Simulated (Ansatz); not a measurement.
# V$_{2}$N$_{3}$ (P-3m1), comparing deformations

The calculation used DFT PBEsol, scalar-relativistic, plane waves, PAW in Ansatz 0.2.0. The runs took a 420 eV cutoff, a Γ-centred 18×18×8 mesh and Gaussian smearing (0.15 eV). No spin polarisation. Energies are free energies at this smearing, counted from the undisturbed cell; pressure is positive in compression.

Reference structure (relaxed at this level; with this scan's settings it stands at 0.1 GPa; it needn't be the usual structure):

```
CELL_PARAMETERS angstrom
2.77979 0.00000 0.00000
-1.38989 2.40737 0.00000
0.00000 0.00000 6.19635
ATOMIC_POSITIONS crystal
V 0.66667 0.33333 0.30212
V 0.33333 0.66667 0.69788
N 0.00000 0.00000 0.50000
N 0.00000 0.00000 0.10744
N 0.00000 0.00000 0.89256
```

The cell is strained by ε times a Voigt pattern (xx, yy, zz, yz, xz, xy; engineering shear) with fractional coordinates fixed. τ = (1/V0) dE/dε comes from the stress tensor. Of each scan, only the three points used here are listed.

| pattern | ε | τ (GPa) |
| --- | --- | --- |
| (0, 1, 0, 0, 0, 0) | -0.0050 | -2.95 |
| (0, 1, 0, 0, 0, 0) | 0.0000 | -0.11 |
| (0, 1, 0, 0, 0, 0) | 0.0050 | 2.65 |
| (1, 1, 0, 0, 0, 0) | -0.0150 | -23.26 |
| (1, 1, 0, 0, 0, 0) | 0.0000 | -0.21 |
| (1, 1, 0, 0, 0, 0) | 0.0150 | 20.38 |

Question: Which constants do the scans give, and which deformation costs least for the same size of strain tensor?

Answer: The slope dτ/dε at zero (parabola through three points) is pᵀCp: (0, 1, 0, 0, 0, 0) gives C22 = 560 GPa; (1, 1, 0, 0, 0, 0) gives C11 + C22 + 2 C12 = 1455 GPa. The size of the strain tensor, ε:ε, is ε² times 1.0, 2.0. Per unit of it the stiffnesses are 560, 727 GPa, so (0, 1, 0, 0, 0, 0) is the softest of these: at ε:ε = (1 %)² the quadratic term costs 1.45 meV/atom against 1.88 for the stiffest. These are clamped-ion values.

Forces appear on the atoms along this scan, and letting them relax would lower the energy and soften the response. In a metal these slopes depend on the k mesh and the smearing.

Cost: 19 runs of about 5.8 core-minutes in all, on Oxide Virtual Turin-like Processor (Zen 5) (shared hosts).